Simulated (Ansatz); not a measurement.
SiW in space group P6/mmm (No. 191; W on 3f, Si on 1a, Si on 2d) under volume change, the program Ansatz at the PBE level (PAW), shape and atoms relaxed at each volume.

```json
[
 {"V (Å³/atom)": "15.948", "E − E(relaxed) (meV/atom)": "98.7", "P (GPa)": "21.76"},
 {"V (Å³/atom)": "16.474", "E − E(relaxed) (meV/atom)": "41.4", "P (GPa)": "13.33"},
 {"V (Å³/atom)": "17.000", "E − E(relaxed) (meV/atom)": "9.8", "P (GPa)": "6.14"},
 {"V (Å³/atom)": "17.525", "E − E(relaxed) (meV/atom)": "0.0", "P (GPa)": "0.00"},
 {"V (Å³/atom)": "18.051", "E − E(relaxed) (meV/atom)": "8.8", "P (GPa)": "-5.22"},
 {"V (Å³/atom)": "18.577", "E − E(relaxed) (meV/atom)": "33.4", "P (GPa)": "-9.66"},
 {"V (Å³/atom)": "19.103", "E − E(relaxed) (meV/atom)": "71.4", "P (GPa)": "-13.43"}
]
```

Problem. What does a third-order Birch–Murnaghan fit give for V₀, B₀ and B′?

Solution. V₀ = 17.53 Å³/atom, B₀ = 188 GPa, B′ = 4.3.

The cell is a constructed one: a structure type filled with these elements; neither database checked (COD, Materials Project) lists it. Whether it is the stable phase at ambient conditions was not checked. Symmetry was held in the PBE relaxation; whether a distortion lowers the energy is not shown. No spin polarisation was allowed. Scalar-relativistic: spin–orbit coupling is off unless named, which matters more the heavier the elements.

Potentials: the later of the program's two PAW sets.
